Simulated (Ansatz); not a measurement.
Recipe of this trial structure of Fe4Si: random cell by space group and Wyckoff sites (P6/mmm, No. 191). Lengths were set from tabulated atomic sizes, so they are only a guess.

```
Fe Si
1.0
     4.22156    0.00000    0.00000
    -2.11078    3.65598    0.00000
     0.00000    0.00000    4.00602
Fe Si
4 1
Direct
  0.50000 0.00000 0.50000
  0.00000 0.50000 0.50000
  0.50000 0.50000 0.50000
  0.00000 0.00000 0.00000
  0.00000 0.00000 0.50000
```

Level of theory: DFT PBE, scalar-relativistic, plane waves, PAW in Ansatz. Cutoff 420 eV, Gaussian smearing, Γ-centred meshes. Cell and atoms relax first on a coarse mesh and then on a finer one. In between, the cell is made exact in the group found at 0.06 Å. In metals the finer mesh still leaves noise of several meV/atom or more. The steps can't lower the symmetry of their start. Collinear spin, starting moments Fe 4.0 (×4) μB.

A guess keeps its type if space group and coordination stay and the shape of the cell changes little (axis ratios within about 15 %, angles within 6°); the volume may change.

Question: Does this structure survive the relaxation?

Answer: It keeps its type. The symmetry stays P6/mmm (No. 191). The volume per atom grows by 40.7 %, from 12.4 to 17.4 Å³. The shortest distance goes from 2.00 Å (Fe–Si) to 2.22 Å (Fe–Si). The ratio c/a of the conventional cell changes by a factor of 0.98. Counting neighbours within 15 % of an atom's shortest distance, the start has Fe 2/6, Si 8 and the end Fe 2/6, Si 8.

The last run used collinear spin, a 12×12×8 mesh (in the run's order of axes) for its 5-atom cell and Gaussian smearing of 0.10 eV. The magnetic state reached may not be the lowest. Symmetry constrained the relaxation, so the result can be a saddle point. Another cell of Fe4Si relaxed alike, in P-6m2, lies 0.73 eV/atom lower, so this cell isn't the stable form at this level.

In counts of neighbours, a slash parts the counts of unlike sites.
